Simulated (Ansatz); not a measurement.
Theory: Ansatz, DFT PBE, scalar-relativistic, plane waves, PAW. Settings: cutoff 420 eV, Γ-centred meshes spaced at most about 0.3 Å⁻¹, and about 0.25 Å⁻¹ or finer for metals (2π included), Gaussian smearing. No spin polarisation in the final relaxations.

Temperature and zero-point effects are left out. All come from trial cells, and lower structures may exist.

**Question.** Order these relaxed structures of Be₃H₄Br₂ by energy, lowest first, with the energy over the lowest of them.
1.

```
Be H Br
1.0
     3.35395    0.00000    0.00000
    -1.67697    2.90460    0.00000
     0.00000    0.00000    9.71676
Be H Br
3 4 2
Direct
  0.66667 0.33333 0.90787
  0.00000 0.00000 0.50000
  0.33333 0.66667 0.09213
  0.33333 0.66667 0.50366
  0.66667 0.33333 0.05217
  0.66667 0.33333 0.49634
  0.33333 0.66667 0.94783
  0.00000 0.00000 0.75831
  0.00000 0.00000 0.24169
```

2.

```
Be H Br
1.0
     3.71092    0.00000    0.00000
    -1.72863    3.34474    0.00000
    -0.18558   -0.22223   13.08384
Be H Br
3 4 2
Direct
  0.49781 0.93497 0.06395
  0.84790 0.30498 0.49942
  0.98747 0.42650 0.93618
  0.55806 0.14214 0.42615
  0.33796 0.58897 0.00026
  0.13761 0.46800 0.57271
  0.64745 0.27260 0.00030
  0.00578 0.94157 0.16052
  0.97996 0.92029 0.84051
```

**Answer.** 2 (0 meV/atom), 1 (363 meV/atom). Forms: 2 P1; 1 P-3m1.

No dispersion correction is applied, so the spacing and binding between layers, chains or molecules are poorly described (P1, P-3m1), and this can change margins and order among such cells. With hydrogen, zero-point motion can shift such differences by 10 meV/atom or more. Cells relaxed within their symmetry can be saddle points. The P1 cell of Be3H4Br2 came from shaking the P-3m1 one. Some structure types and database cells were kept out of the candidates from the start, so a known form may be missing.
